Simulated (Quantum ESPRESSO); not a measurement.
# RePd3TiAg3: one composition in several site orders

Computed values, not a measurement. The program is pw.x of Quantum ESPRESSO 7.5 (plane-wave density functional theory). The cell is made up: eight metal atoms on a face-centred cubic lattice, with elements, volume, strain and displacements drawn at random and not relaxed, so it may be unstable or far from any real phase. PseudoDojo standard norm-conserving files set the functional (PBE unless stated); there is no spin polarisation or spin-orbit coupling, the Fermi-Dirac width of 0.25 eV means electrons at about 2900 K, and the masses in the input are unused placeholders. Heavy elements are run without spin-orbit coupling, which real alloys of them have. A spin test at this wide smearing found no moment, but such smearing suppresses magnetism that the real alloy may have.

The runs put one composition on the sites in different orders. Cell, positions, cutoff, mesh and smearing stay as in the input of run 1; sites are counted in its order. Stress in the tables is positive in tension.

Input of run 1:

```
&control calculation='scf', pseudo_dir='./dojo.nc.sr.pbe.v0_5.standard.upf', outdir='./o', disk_io='minimal', tprnfor=.true., tstress=.true. /
&system ibrav=0, nat=8, ntyp=4, nbnd=83, ecutwfc=84.00895049, nosym=.true., tot_charge=0,
 occupations='smearing', smearing='fd', degauss=0.0183746611
/
&electrons conv_thr=1.470e-08, electron_maxstep=70, mixing_beta=0.5 /
ATOMIC_SPECIES
Ag 1.0 Ag.upf
Pd 1.0 Pd.upf
Re 1.0 Re.upf
Ti 1.0 Ti.upf
CELL_PARAMETERS angstrom
-4.0335 -0.0171 0.0714
-1.9982 -4.0451 -2.0026
-2.1409 -4.0163 6.0929
ATOMIC_POSITIONS angstrom
Re 0.0495 0.0073 0.0099
Pd -2.0722 -4.0027 2.0371
Ti -2.0811 -2.0471 0.0779
Ag -4.0572 -6.048 2.1097
Ag -4.0942 -4.0141 4.0846
Pd -4.0634 -4.0444 0.0459
Pd -4.0644 -2.0807 2.0498
Ag -6.1349 -5.9904 4.1258
K_POINTS automatic
7 5 3 1 1 1
```

| run | elements on sites 1 to 8 | free energy less that of run 1 (eV) | -TS (eV) | pressure (GPa) | stress xx (GPa) | stress yy (GPa) | stress zz (GPa) | stress yz (GPa) | stress xz (GPa) | stress xy (GPa) | iterations |
| --- | --- | --- | --- | --- | --- | --- | --- | --- | --- | --- | --- |
| 1 | Re Pd Ti Ag Ag Pd Pd Ag | 0.000 | -1.403 | -2.82 | 3.13 | 3.03 | 2.31 | 0.36 | -2.80 | 0.40 | 19 |
| 2 | Pd Ag Pd Ti Ag Pd Ag Re | 0.339 | -1.371 | -3.08 | 3.46 | 1.18 | 4.61 | 0.18 | -1.85 | 0.81 | 20 |
| 3 | Pd Ti Ag Re Pd Ag Ag Pd | 0.005 | -1.398 | -3.19 | 3.01 | 3.56 | 3.00 | 0.77 | -2.62 | 0.72 | 20 |
| 4 | Pd Pd Ti Ag Ag Ag Pd Re | 0.286 | -1.447 | -2.76 | 3.55 | 1.14 | 3.57 | -0.42 | -2.15 | 0.63 | 18 |
| 5 | Ag Ag Pd Ag Ti Re Pd Pd | 0.400 | -1.526 | -3.62 | 2.55 | 5.35 | 2.96 | 0.84 | -2.73 | 0.82 | 19 |
| 6 | Ti Pd Pd Ag Ag Re Pd Ag | -0.053 | -1.387 | -3.46 | 4.80 | 2.02 | 3.55 | 1.40 | -1.91 | 0.56 | 20 |

Forces Fx Fy Fz (eV/Å):

| site | run 1 | run 2 | run 3 | run 4 | run 5 | run 6 |
| --- | --- | --- | --- | --- | --- | --- |
| 1 | -0.14 -0.64 1.12 | -0.34 0.66 -0.57 | -0.36 0.58 -0.71 | -0.25 0.16 -0.34 | -0.45 0.13 0.10 | -0.04 -0.51 2.00 |
| 2 | 0.16 0.08 -0.57 | 0.14 -0.39 -0.23 | 0.15 -1.21 1.10 | 0.14 -0.41 0.06 | 0.20 -0.39 -0.14 | 0.13 -0.29 -0.82 |
| 3 | 0.31 0.08 0.59 | 0.32 0.17 -1.08 | 0.43 0.34 -0.64 | 0.11 0.22 -0.96 | 0.47 0.06 -0.25 | 0.26 -0.06 0.11 |
| 4 | -0.24 0.06 -0.50 | -0.08 0.13 1.34 | -0.08 -0.21 1.08 | -0.28 0.12 -0.28 | -0.23 0.12 -0.46 | -0.20 0.09 -0.61 |
| 5 | -0.07 0.10 0.34 | -0.02 -0.10 0.70 | -0.09 0.45 -0.38 | -0.06 -0.06 0.33 | -0.03 -0.33 0.45 | -0.03 0.03 0.23 |
| 6 | 0.06 0.02 -0.64 | 0.12 -0.20 -0.21 | 0.09 -0.22 -0.09 | 0.14 -0.07 -0.01 | 0.18 0.23 -0.35 | -0.06 0.14 -0.66 |
| 7 | -0.12 0.82 -0.62 | -0.15 0.69 0.12 | -0.18 0.47 0.60 | -0.14 0.50 -0.36 | -0.18 0.49 0.16 | -0.12 1.02 -0.52 |
| 8 | 0.03 -0.51 0.29 | 0.02 -0.95 -0.06 | 0.04 -0.21 -0.95 | 0.33 -0.45 1.55 | 0.05 -0.30 0.49 | 0.06 -0.41 0.28 |

The sites are displaced and not relaxed, so the energy differences mix bonding between neighbours with strain and are not ordering energies. A rerun of one cell of this series at a higher cutoff and on a denser mesh moved values by no more than 0.004 eV in energy, 0.02 GPa in stress and 0.004 eV/Å in force, and a second program with other atomic files agreed on that cell to 2 % rms in force and 0.5 GPa in pressure.